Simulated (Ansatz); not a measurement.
Space group P-3m1 (No. 164). a = 3.305 Å, b = 3.305 Å, c = 7.932 Å, α = 90.00°, β = 90.00°, γ = 120.00°
```csv
atom,site,symmetry,x,y,z
Hf,1a,-3m.,0.0000,0.0000,0.0000
Hf,2d,3m.,0.3333,0.6667,0.6783
C,2d,3m.,0.3333,0.6667,0.1739
```

Equation of state of this Hf₃C₂ structure (not necessarily the ground state), with shape and atoms relaxed at each volume where symmetry leaves them free. It has no gap at any of these volumes. The calculation used Ansatz, DFT PBE, scalar-relativistic, plane waves, PAW.

Plane waves to 420 eV, a k mesh through Γ of 12×12×6 on the computed 5-atom cell and Gaussian smearing (0.10 eV); no spin polarisation.

| V (Å³/atom) | E − E(largest V) (meV/atom) | P (GPa) |
| --- | --- | --- |
| 13.204 | 74.12 | 26.93 |
| 13.654 | 10.74 | 18.49 |
| 14.104 | -30.71 | 11.28 |
| 14.554 | -53.49 | 5.15 |
| 15.004 | -60.48 | -0.02 |
| 15.454 | -54.16 | -4.32 |
| 15.905 | -36.79 | -7.88 |
| 16.505 | 0.00 | -11.53 |

Q: Fit a third-order Birch–Murnaghan equation, E = E0 + (9V0B0/16)·[(x − 1)³B0' + (x − 1)²(6 − 4x)] with x = (V0/V)^(2/3), to E(V).

A: V0 = 15.01 Å³/atom, B0 = 155 GPa, B0' = 4.8.

Spin-orbit coupling is left out, which matters for the bands of heavy elements.

The cell was found from a structure generator's guess, not taken from experiment.
